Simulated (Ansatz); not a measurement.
TaRu$_{3}$ (Cu3Au type, Pm-3m) at seven volumes, plane-wave PAW PBEsol (Ansatz code), scaled uniformly. One row is withheld.

```tsv
V (Å³/atom)	P (GPa)
13.026	35.57
13.455	21.70
13.885	9.95
14.314	0.00
14.744	-8.43
15.173	?
15.603	-21.57
```

**Question.** Fit the shown pressures and predict the withheld one.

**Answer.** Third-order Birch–Murnaghan: P = (3/2)B₀(x^(7/2) − x^(5/2))[1 + (3/4)(B′ − 4)(x − 1)] with x = (V₀/V)^(2/3). Least squares on the six rows gives V₀ = 14.314 Å³/atom, B₀ = 304.3 GPa, B′ = 4.54. At V = 15.173, x = 0.9619 and P = -15.54 GPa. The run itself gave -15.55 GPa.

The first step of the workflow began from a Materials Project structure, measured or hypothetical; the Crystallography Open Database copy checked does not list it. Its standing as an ambient phase is unchecked. Symmetry was held in the PBEsol relaxation; whether a distortion lowers the energy is not shown. No spin polarisation was allowed. Spin–orbit coupling is left out wherever it is not named.

Potentials: the later of the program's two PAW sets.
